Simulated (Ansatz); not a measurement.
# YIr2Si2: pressure against volume

YIr2Si2, P4/nmm, a = 4.111 Å, c = 9.804 Å. The structure is a COD entry; whether it is the stable form wasn't checked. Ansatz: r2SCAN, PAW, 500 eV, Γ-centred 10×10×4 mesh on 10 atoms, Gaussian smearing 0.10 eV; no spin polarisation. Shape and atoms are relaxed at each volume; pressure is positive in compression.

| V (Å³/atom) | P (GPa) |
| --- | --- |
| 14.583 | ? |
| 15.080 | 22.52 |
| 15.577 | 13.75 |
| 16.074 | 6.31 |
| 16.571 | 0.00 |
| 17.068 | -5.35 |
| 17.565 | -9.87 |
| 18.228 | -14.82 |

Question: Take V0 = 16.571 Å³/atom, fit the third-order Birch–Murnaghan form to the other rows, and predict the missing pressure.

Answer: With the Eulerian strain f = ½[(V0/V)^(2/3) − 1] and y = P/[3f(1 + 2f)^(5/2)], the form is the line y = B0 + 1.5 B0 (B0′ − 4) f. Rows (f, y): 0.03244, 197.7; 0.02105, 196.4; 0.01025, 195.1; -0.00975, 192.1; -0.01905, 190.3; -0.03078, 188.1. Means f = 0.0006933, y = 193.28; Σ(Δf)² = 0.003003, ΣΔfΔy = 0.4554; the slope is their ratio. y = 193.2 + 151.7 f GPa, so B0 = 193.2 GPa and B0′ = 4 + 2 × (151.7)/(3 × 193.2) = 4.52. At V = 14.583, f = 0.04447, y = 199.95 and P = 33.01 GPa. The run gave 32.86 GPa, so the fit is 0.15 GPa too high, a small miss on the scale of the series.

Spin–orbit coupling is left out, which can shift energies with elements as heavy as these.

Cost: 8 runs of about 18 core-minutes in all, on Oxide Virtual Turin-like Processor (Zen 5) (shared hosts).